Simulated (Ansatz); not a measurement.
Relaxed-ion elastic tensor of LiF (rock salt, space group No. 225) in GPa (Voigt order), PBEsol (plane waves, PAW; program Ansatz); density 2.68 g/cm³, 8.05 Å³ per atom.

```
 125  45.4  45.4   0.0   0.0   0.0
45.4   125  45.4   0.0   0.0   0.0
45.4  45.4   125   0.0   0.0   0.0
 0.0   0.0   0.0  61.9   0.0   0.0
 0.0   0.0   0.0   0.0  61.9   0.0
 0.0   0.0   0.0   0.0   0.0  61.9
```

Is the crystal mechanically stable?

Yes: the smallest eigenvalue of C is 61.9 GPa.

Work out the Voigt, Reuss and Hill averages.

K_V = 72.0, K_R = 72.0, K_H = 72.0; G_V = 53.1, G_R = 50.7, G_H = 51.9 GPa.

Give Young's modulus, Poisson's ratio, Pugh's ratio and the universal anisotropy index.

E = 9KG/(3K + G) = 125 GPa; ν = 0.21; K/G = 1.39 (brittle by the Pugh limit of 1.75); A_U = 5G_V/G_R + K_V/K_R − 6 = 0.24.

Estimate the sound speeds and the Debye temperature.

v_l = √((K + 4G/3)/ρ) = 7260 m/s, v_t = √(G/ρ) = 4400 m/s, mean 4870 m/s; Θ = (h/k)(3n/4πV)^(1/3) v_m = 723 K.

Give the Zener ratio and Young's modulus along [100], [110] and [111].

A = 2C44/(C11 − C12) = 1.55; 1/E = S11 − 2(S11 − S12 − S44/2)Γ with Γ = 0, 1/4, 1/3 gives 101, 130, 144 GPa.

Solve the Christoffel equation for the three sound speeds along [100], [110], [111].

Eigenvalues of C_ijkl n_j n_l equal ρv². In km/s, slowest first: [100] 4.81, 4.81, 6.84; [110] 3.86, 4.81, 7.42; [111] 4.20, 4.20, 7.60.

Space group Fm-3m (rock salt). Symmetry was held in the PBEsol relaxation.

Potentials: the later of the program's two PAW sets.
